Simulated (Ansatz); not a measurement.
Starting cell, SiC (zinc blende):

```xyz
4
Lattice="0.0000 4.3563 4.3563 2.1782 0.0000 2.1782 2.1782 2.1782 0.0000" Properties=species:S:1:pos:R:3 pbc="T T T"
C      3.2673     3.2673     3.2673
C      3.2673     5.4454     5.4454
Si     0.0000     0.0000     0.0000
Si     2.1782     4.3563     2.1782
```

The atoms are displaced by Q × the pattern below (from a DFPT mode at L = (0.5, 0.0, 0.0), largest move 1; Q in Å), at fixed cell. It is one choice among 2 degenerate patterns. (q is in reciprocal vectors of the primitive cell; the cell shown is doubled to hold the pattern.)

```csv
atom,x,y,z
C1,-0.285,0.520,-0.805
C2,0.285,-0.520,0.805
Si3,-0.108,0.196,-0.304
Si4,0.108,-0.196,0.304
```

Computed with r2SCAN (plane waves to 500 eV, PAW, scalar-relativistic; Ansatz, an electronic-structure program). k mesh 13×13×13 (Γ-centred), Fermi-Dirac smearing 0.05 eV. Energies are smeared free energies. SiC was relaxed with its symmetry unable to fall. ΔE is measured from the undisplaced structure.

```csv
Q (Å),ΔE (meV/cell)
-0.180,1165
-0.120,509
-0.060,126
0.000,0
0.060,126
0.120,509
0.180,1165
```

Question: Which DFPT wavenumber at L = (0.5, 0.0, 0.0) belongs to this mode?
A. 272 cm⁻¹
B. 770 cm⁻¹
C. 622 cm⁻¹

Answer: B, 770 cm⁻¹. The curvature of the scan gives 770 cm⁻¹

(A displaced cell: forces are minus the slopes of the energy, force constants its curvatures, and phonons follow from these.)
